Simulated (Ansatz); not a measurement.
Space group I4/mmm (No. 139). a = 4.124 Å, b = 4.124 Å, c = 8.158 Å, α = 90.00°, β = 90.00°, γ = 90.00°
```json
{"atom": "Ti", "site": "4d", "symmetry": "-4m2", "x": "0.5000", "y": "0.0000", "z": "0.2500"}
{"atom": "Ti", "site": "2b", "symmetry": "4/mmm", "x": "0.5000", "y": "0.5000", "z": "0.0000"}
{"atom": "O", "site": "4c", "symmetry": "mmm.", "x": "0.5000", "y": "0.0000", "z": "0.0000"}
{"atom": "O", "site": "4e", "symmetry": "4mm", "x": "0.0000", "y": "0.0000", "z": "0.2444"}
```

Equation of state of this Ti₃O₄ structure (not necessarily the ground state), with shape and atoms relaxed at each volume where symmetry leaves them free. It has no gap at any of these volumes. These are results of DFT r2SCAN, scalar-relativistic, plane waves, PAW (Ansatz 0.2.0), not measurements.

Cutoff 500 eV; k points 12×12×12 on the computed 7-atom cell (Γ-centred); Gaussian smearing, width 0.10 eV; no spin polarisation.

```json
{"V (Å³/atom)": "8.723", "E − E(largest V) (meV/atom)": "68.67", "P (GPa)": "38.92"}
{"V (Å³/atom)": "9.020", "E − E(largest V) (meV/atom)": "8.06", "P (GPa)": "26.74"}
{"V (Å³/atom)": "9.318", "E − E(largest V) (meV/atom)": "-31.67", "P (GPa)": "16.37"}
{"V (Å³/atom)": "9.615", "E − E(largest V) (meV/atom)": "-53.63", "P (GPa)": "7.54"}
{"V (Å³/atom)": "9.912", "E − E(largest V) (meV/atom)": "-60.43", "P (GPa)": "0.01"}
{"V (Å³/atom)": "10.210", "E − E(largest V) (meV/atom)": "-54.32", "P (GPa)": "-6.40"}
{"V (Å³/atom)": "10.507", "E − E(largest V) (meV/atom)": "-37.19", "P (GPa)": "-11.88"}
{"V (Å³/atom)": "10.904", "E − E(largest V) (meV/atom)": "0.00", "P (GPa)": "-17.93"}
```

Fit a third-order Birch–Murnaghan equation to E(V).

V0 = 9.91 Å³/atom, B0 = 231 GPa, B0' = 4.3.

Spin polarisation was left out, and a magnetic state may lie lower.